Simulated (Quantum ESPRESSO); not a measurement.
```cif
data_C4Si4
_chemical_formula_sum 'C4 Si4'
_space_group_name_H-M_alt 'P63mc'
_space_group_IT_number 186
_space_group_name_Hall 'P 6c -2c'
_cell_length_a 3.07569
_cell_length_b 3.07569
_cell_length_c 10.07065
_cell_angle_alpha 90.000
_cell_angle_beta 90.000
_cell_angle_gamma 120.000
loop_
_atom_site_label
_atom_site_type_symbol
_atom_site_symmetry_multiplicity
_atom_site_Wyckoff_symbol
_atom_site_fract_x
_atom_site_fract_y
_atom_site_fract_z
_atom_site_occupancy
C1 C 2 b 0.33333 0.66667 0.24980 1
C2 C 2 a 0.00000 0.00000 0.00046 1
Si1 Si 2 b 0.33333 0.66667 0.43784 1
Si2 Si 2 a 0.00000 0.00000 0.18789 1
```

The geometry is that of Materials Project entry mp-11714, symmetrised and not relaxed again.

Task: What does PBEsol (Quantum ESPRESSO, PseudoDojo norm-conserving, 82 Ry, no spin-orbit coupling) give for the electronic structure near the Fermi level?

Result: The PBEsol gap is indirect, 2.11 eV, from Γ to M; the smallest direct gap is 3.25 eV.
